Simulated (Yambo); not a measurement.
G0W0@PBEsol for Rb₂Te (anti-fluorite, space group Fm-3m, No. 225) in Yambo (2×2×2 mesh, 7 Ry block, plasmon pole, screening fixed), without a terminator:

| bands N in G | gap X → Γ (eV) | shift of the valence edge (eV) |
|---|---|---|
| 152 | 3.202 | -1.100 |
| 272 | 3.305 | -1.318 |
| 432 | 3.354 | -1.413 |

**Question.** Extrapolate both columns to infinite N with E(N) = E∞ + A/N, test the form, and compare with the terminator.

**Answer.** From two points, E∞ = (N2 E2 − N1 E1)/(N2 − N1). The two largest N give 3.44 eV for the gap and -1.57 eV for the shift; the two smallest give 3.44 eV and -1.59 eV. For the gap the slopes A are -35 and -36 eV: the 1/N form holds. For the shift the slopes A are 75 and 70 eV: the 1/N form holds. With the Bruneval-Gonze terminator and 432 bands the run gives 3.38 eV and -1.48 eV, 0.06 eV and 0.09 eV from the extrapolated values: the terminator too is an estimate of the remainder. Block, mesh and the bands in W are held fixed.

The standard potential for Te keeps a d shell in the valence without the s and p states of that shell. In tests on such compounds this moved G0W0 gaps by up to about 0.9 eV, so absolute quasiparticle energies here are unreliable; differences between settings are what counts.

Spin-orbit coupling is included.

Geometry relaxed with PBEsol; primitive cell a = b = c = 5.9607 Å, α = β = γ = 60.00°.

The structure is a Materials Project entry; no match was found in the copy of COD used, and its stability was not checked.

A shift is the quasiparticle energy of the state minus its PBEsol energy.
